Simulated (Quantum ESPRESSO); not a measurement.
Space group P3m1 (No. 156); a = b = 4.0141 Å, c = 6.5439 Å, α = β = 90.00°, γ = 120.00°

```csv
atom,site,symmetry,x,y,z
Mg,1c,3m.,0.6667,0.3333,0.6342
Mg,1b,3m.,0.3333,0.6667,0.9943
P,1a,3m.,0.0000,0.0000,0.7667
P,1c,3m.,0.6667,0.3333,0.2434
Zn,1a,3m.,0.0000,0.0000,0.3614
```

The geometry is that of Materials Project entry mp-1222129, symmetrised and not relaxed again.

Q: What does norm-conserving PBEsol (Quantum ESPRESSO, 84 Ry, no spin-orbit coupling) give for the electronic structure near the Fermi level?

A: The PBEsol gap is indirect, 0.99 eV, from Γ to 33 % of the way from L to M; the smallest direct gap is 1.29 eV. 

The structure is a Materials Project entry; no match was found in the copy of COD used, and its stability was not checked.
